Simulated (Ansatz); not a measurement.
Input deck for Ansatz 0.2.0, then the block of the output on the nuclei.

The cell is a structure deposited in the COD, relaxed with PBE at fixed cell and then changed (z compressed by 2 %, ions relaxed).

```yaml
crystal:
  lattice:
    - [2.5054, 0.0, 0.0]
    - [-1.2527, 2.1697400466, 0.0]
    - [0.0, 0.0, 4.007514]
  atoms:
    - { symbol: Co, position: [0.3333333333, 0.6666666667, 0.25], spin: 2.0 }
    - { symbol: Co, position: [0.6666666667, 0.3333333333, 0.75], spin: 2.0 }
magnetization:
  spin_polarized: true
kpoints:
  mp_grid: { grid: [21, 21, 11] }
scf:
  occupations: { method: fermi_dirac, width: 0.05 }
hamiltonian:
  xc: pbe
  pseudopotentials: { kind: paw }
output:
  forces: true
  stress: true
  populations: true
  efg: { quadrupole_moments_barn: { Co: 0.42 }, contact_densities: true }
relax:
  f_tol: 0.02
  max_steps: 60
```

```sh
ansatz run input.yaml --threads 1 --pin off --max-ram 3072MiB --backend cpu --events-out ev --progress --plain --runs-dir out
```

The run relaxes the ions first, and the block belongs to the relaxed positions.

Of the output, the block on the nuclei alone is shown; the set-up, the SCF iterations, energies, forces and stress are cut. One atom of each set with nearly equal values is shown.

```
--- PAW observables at the nuclei: V_zz in 10²¹ V/m², potentials from the cell's mean, atoms counted from 1 ---
  atom   1  Co V_zz =    -0.550585   η = 0.0000   by run symmetry: allowed   C_q = -5.5915 MHz
            electrostatic potential = -3392.848068 V   contact ρ = 114695.839618 e/Å³   contact ρ_s (e/Å³): all electrons -3.396153, valence +1.024949
```

The relaxation (1 step) took 21 s of wall time (20 s of CPU time) and 0.64 GiB at its peak, on 1 thread of Intel Xeon Platinum 8375C CPU @ 2.90GHz (Ice Lake) (x86_64; 16 cores open to the job, memory cap 3.0 GiB, no GPU), a shared host with a load of 0.6 a core.

With no gap above 0.1 eV, as in a metal, the gradients converge slowly in k; expect changes of a tenth or more on a denser mesh. With these PAW files V_zz is typically within 2 to 3 % of all-electron values, but misses above 10 % occur on Co.
